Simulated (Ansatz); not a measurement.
**Zone-centre modes in Mo**

The calculation used Ansatz, DFT PBEsol, scalar-relativistic, plane waves, PAW. Settings: plane waves to 420 eV, k-mesh 24×24×24 (Γ-centred), Gaussian smearing 0.15 eV. No spin polarisation.

The undisturbed cell (relaxed at this level; this form isn't the usual structure):

```
CELL_PARAMETERS angstrom
2.74234 0.00000 0.00000
1.37117 -2.37493 -2.49207
1.37117 2.37493 -2.49207
ATOMIC_POSITIONS crystal
Mo 0.75000 0.25000 0.25000
Mo 0.25000 0.75000 0.75000
```

Harmonic modes by finite displacements of 0.02 Å, without the LO–TO term. The cell doubles the primitive one, so its zone centre also holds the primitive cell's point q = (0, 1/2, 1/2).

(1) At this geometry, is the structure stable against these modes?

(2) List the wavenumbers in cm⁻¹.

Results:

(1) Yes: no mode is imaginary beyond 10 cm⁻¹, and only the three translations lie near zero.

(2) 0, 0, 0, 32, 226, 268.

Cost: 1 run of about 3.2 core-minutes, on Intel Xeon 6975P-C (Granite Rapids) (shared hosts).